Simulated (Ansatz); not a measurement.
K: axial (c/a) deformation path

Level of theory: DFT PBEsol, scalar-relativistic, plane waves, PAW in Ansatz 0.2.0. Cutoff 420 eV, Γ-centred 12×12×8 k-points, Gaussian smearing of 0.15 eV. No spin polarisation. Energies are free energies at this smearing, counted from the undisturbed cell; pressure is positive in compression.

The starting cell (as given, not relaxed at this level; it stands at -0.3 GPa; this form isn't the usual structure):

```xyz
2
Lattice="2.4380 -4.0476 0.0000 2.4380 4.0476 0.0000 0.0000 0.0000 7.8118" Properties=species:S:1:pos:R:3 pbc="T T T"
K     2.4380   -2.5954    1.9529
K     2.4380    2.5954    5.8588
```

At fixed volume and fractional coordinates, lengths along (0.000, 0.000, 1.000) are scaled against those across it; ρ is that ratio over its starting value. The cell is metallic on the mesh throughout.

| ρ | ΔE (meV/atom) | pressure (GPa) |
| --- | --- | --- |
| 0.850 | 15.1 | -0.2 |
| 0.920 | 3.8 | -0.2 |
| 1.000 | 0.0 | -0.3 |
| 1.100 | 8.4 | -0.2 |
| 1.200 | ? | ? |

**Question.** Give the withheld values.

**Answer.** ΔE (meV/atom) at ρ = 1.200: 29.4; pressure (GPa) at ρ = 1.200: -0.2.